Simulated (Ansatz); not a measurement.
### Question
TiSi2 in space group Fddd (No. 70; Ti on 8b, Si on 16f) is relaxed with plane-wave PAW PBE (Ansatz code). What lattice parameters of the conventional cell result?

### Answer
a = 4.802 Å, b = 8.265 Å, c = 8.571 Å.

### Question
Give the free coordinates with the occupied sites.

### Answer
In one choice of origin and axes:

```json
[
 {"atom": "Ti", "site": "8b", "symmetry": "222", "x": "0.5000", "y": "0.5000", "z": "0.5000"},
 {"atom": "Si", "site": "16f", "symmetry": ".2.", "x": "0.0000", "y": "0.1627", "z": "0.0000"}
]
```

### Question
Is it a metal or does it have a gap at this level?

### Answer
No gap at this level.

The cell was relaxed with PBE under the symmetry of its start. No spin polarisation was allowed.

Potentials: the earlier of the program's two PAW sets.
